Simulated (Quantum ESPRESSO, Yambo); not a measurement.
Quasiparticle gap of SnO monolayer at +1.5 % biaxial strain

```xyz
4
Lattice="3.8418 0.0000 0.0000 0.0000 3.8418 0.0000 0.0000 0.0000 15.3000" Properties=species:S:1:pos:R:3 pbc="T T T"
O      0.0000     1.9209     0.0000
O      1.9209     0.0000     0.0000
Sn     0.0000     0.0000     1.1516
Sn     1.9209     1.9209    -1.1516
```

The PBEsol cell relaxed from Materials Project entry mp-2097 was given a biaxial strain of +1.5 % in the plane, and the atoms were relaxed again, with the Coulomb interaction truncated along z.

Starting point: PBE (stringent potentials; Quantum ESPRESSO, PseudoDojo norm-conserving, 102 Ry, no spin-orbit coupling). G0W0 in Yambo: 4×4×1 Γ-centred k mesh, bands 9 to 157 and a 8 Ry block in the screening, 157 bands in G with the Bruneval-Gonze terminator, plasmon pole fitted at 27.2 eV, slab-truncated Coulomb interaction, stochastic integration of W near q = 0.

```
Item                                                     Result
------------------------------------------------------  -------
PBE gap along the band path                             2.99 eV
PBE gap between the mesh's edge points ((0, 0.25) → Γ)  3.00 eV
G0W0 gap between the same points                        5.09 eV
PBE smallest direct gap on the mesh (at Γ)              3.02 eV
G0W0 direct gap at that point                           5.14 eV
```

```
k point    band  E PBE (eV)  E QP (eV)  shift (eV)     Z
---------  ----  ----------  ---------  ----------  ----
Γ            VB       -0.02      -1.01       -0.98  0.79
Γ            CB        3.00       4.14        1.14  0.84
(0, 0.25)    VB        0.00      -0.96       -0.96  0.79
(0, 0.25)    CB        3.99       5.13        1.13  0.83
M            VB       -0.68      -1.80       -1.12  0.80
M            CB        3.15       4.15        1.00  0.83
```

Energies count from the PBE valence-band maximum.

Convergence of the G0W0 settings was not tested.

Spin-orbit splittings are left out.

This is a model layer cut from the bulk structure; whether it is stable on its own was not checked.
